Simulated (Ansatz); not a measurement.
Li2Se (anti-fluorite, space group No. 225), plane-wave PAW LDA (Ansatz code). The conduction-band minimum lies at X, with 3 equivalent valleys. Second derivatives d²E/dk² of the lowest band at one valley (eV·Å²), along Cartesian directions:

```csv
direction,d²E/dk²
[100],12.55
[010],25.59
[001],25.59
[110],19.07
[101],19.07
[011],25.58
```

Task: Find the principal effective masses, the density-of-states mass and the conductivity mass.

Result: Off-diagonal terms follow from H_xy = H[110] − (H_xx + H_yy)/2, and m*/mₑ = 7.620 eV·Å² over each eigenvalue: 0.30, 0.30, 0.61. One valley's DOS mass (m₁m₂m₃)^(1/3) = 0.38, conductivity mass 3/(Σ 1/mᵢ) = 0.36 mₑ.

Task: What effective density of states Nc follows at 300 K for parabolic valleys?

Result: Nc = 2.509e19 × 3 × (0.38)^(3/2) ≈ 1.8e19 cm⁻³.

Space group Fm-3m (anti-fluorite). The cell was relaxed with LDA under the symmetry of its start. Scalar-relativistic: spin–orbit coupling is off unless named, which matters more the heavier the elements.

Potentials: the later of the program's two PAW sets.

Edges and masses are those of Kohn–Sham bands, whose gap is no quasiparticle gap.
